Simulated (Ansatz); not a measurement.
A single-point calculation of Si3N4 (P6_3/m) from a database structure with Ansatz 0.2.0, at the level r2SCAN. The cell was relaxed with r2SCAN and then strained (isotropic +3.0 % on every length), with the atoms relaxed again with r2SCAN; k points keep the names of the unstrained zone.

Input (YAML):
```yaml
crystal:
  lattice:
    - [7.8338339775, 0.0, 0.0]
    - [-3.9169169887, 6.7842992335, 0.0]
    - [0.0, 0.0, 2.9928158604]
  atoms:
    - { symbol: Si, position: [0.2264732742, 0.8207171816, 0.75] }
    - { symbol: Si, position: [0.4057560927, 0.2264732742, 0.25] }
    - { symbol: Si, position: [0.8207171816, 0.5942439073, 0.25] }
    - { symbol: Si, position: [0.1792828184, 0.4057560927, 0.75] }
    - { symbol: Si, position: [0.5942439073, 0.7735267258, 0.75] }
    - { symbol: Si, position: [0.7735267258, 0.1792828184, 0.25] }
    - { symbol: "N", position: [0.3333333333, 0.6666666667, 0.75] }
    - { symbol: "N", position: [0.6666666667, 0.3333333333, 0.25] }
    - { symbol: "N", position: [0.9647105422, 0.6688668893, 0.75] }
    - { symbol: "N", position: [0.2958436529, 0.9647105422, 0.25] }
    - { symbol: "N", position: [0.6688668893, 0.7041563471, 0.25] }
    - { symbol: "N", position: [0.3311331107, 0.2958436529, 0.75] }
    - { symbol: "N", position: [0.0352894578, 0.3311331107, 0.25] }
    - { symbol: "N", position: [0.7041563471, 0.0352894578, 0.75] }
kpoints:
  mp_grid: { grid: [6, 6, 8] }
  band_path:
    path:
      - [0.0, 0.0, 0.0]
      - [0.5, 0.0, 0.0]
      - [0.3333333333, 0.3333333333, 0.0]
      - [0.0, 0.0, 0.5]
      - [0.5, 0.0, 0.5]
      - [0.3333333333, 0.3333333333, 0.5]
      - [0.0, 0.0, 0.182292]
    npoints: 1
hamiltonian:
  xc: r2scan
scf:
  occupations: { method: fixed }
  n_extra_bands: 7
output:
  forces: true
  stress: true
  eigenvalues: true
```

Wall time 5.7 s on 1 × NVIDIA H100 80GB HBM3 with 2 threads of AMD EPYC 7R13 Processor (Zen 3), on a shared host, load about 0.7 per core; peak host memory 1.2 GiB.

Main lines of the log:
```
Functional definition: r2SCAN
Crystal: 14 atoms, lattice volume = 159.059 Å³
Basis set: ecut = 500 eV, 4013 PW (Γ)
Bands: 39, of which v1, the nominal top of the filled ones, is band 32 counted from 1 (31 counted from 0)
Symmetry: 12 space group operations
Space group: P63/m (ITA 176)
k-points: 40 of 288
SCF converged after 7 iterations
Free energy (F): -6929.989315 eV
Fermi energy:    6.998742 eV
--- Forces (eV/Å), atoms counted from 1 ---
  atom   1  Si      0.00221    -0.00181      0.00000
  atom   2  Si      0.00267      0.00101      0.00000
  atom   3  Si    -0.00046    -0.00282      0.00000
  atom   4  Si      0.00046      0.00282      0.00000
  atom   5  Si    -0.00267    -0.00101      0.00000
  atom   6  Si    -0.00221      0.00181      0.00000
  atom   7  N       0.00000      0.00000      0.00000
  atom   8  N       0.00000      0.00000      0.00000
  atom   9  N       0.00017      0.00005      0.00000
  atom  10  N       0.00005      0.00017      0.00000
  atom  11  N       0.00013    -0.00013      0.00000
  atom  12  N     -0.00013      0.00013      0.00000
  atom  13  N     -0.00017    -0.00005      0.00000
  atom  14  N     -0.00005    -0.00017      0.00000
--- Stress (GPa, compression-positive) ---
      -18.706704       0.000007       0.000000
       -0.000007     -18.706704       0.000000
        0.000000       0.000000     -19.799119
  P = ⅓ Tr σ = -19.0708 GPa (-190.708 kbar)
```

Levels at the listed points, from bands.tsv (eV from the Fermi energy, bands near the gap, counted from 0):
```tsv
# k_distance	band_27	band_28	band_29	band_30	band_31	band_32	band_33	band_34	band_35
# fermi_ev = 6.998742
# [0, 0, 0] at k_distance = 0.000000
# [0.5, 0, 0] at k_distance = 0.463068
# [0.3333333333, 0.3333333333, 0] at k_distance = 0.730421
# [0, 0, 0.5] at k_distance = 1.908471
# [0.5, 0, 0.5] at k_distance = 2.371539
# [0.3333333333, 0.3333333333, 0.5] at k_distance = 2.638892
# [0, 0, 0.182292] at k_distance = 3.493762
# levels_relative_to = fermi_ev
0.000	-1.174	-1.174	-0.413	-0.404	-0.183	4.475	4.630	5.022	5.022
0.463	-1.600	-1.222	-0.751	-0.294	-0.231	4.736	4.907	5.116	5.337
0.730	-1.429	-1.080	-1.080	-0.258	-0.258	4.852	5.050	5.050	5.679
1.908	-1.515	-1.515	-1.515	-1.156	-1.156	5.029	5.029	5.029	5.029
2.372	-1.730	-1.403	-1.403	-0.933	-0.933	4.989	4.989	6.073	6.073
2.639	-1.757	-1.321	-1.321	-0.975	-0.975	5.183	5.183	6.208	6.208
3.494	-1.499	-1.169	-1.169	-1.124	0.027	5.712	6.065	6.065	6.603
```
In order the rows are Γ, M, K, A, L, H, Γ–A (0.36).

With r2SCAN the valence top lies at Γ–A (0.36 of the way from Γ) and the conduction bottom at Γ, 4.45 eV higher; the smallest vertical gap, at Γ, is 4.66 eV. The gap is the least over the mesh and the extra points. At this geometry r2SCAN finds -19.07 GPa, compression counted positive: its own equilibrium volume is smaller.

(Simulation; spin polarisation is off.)
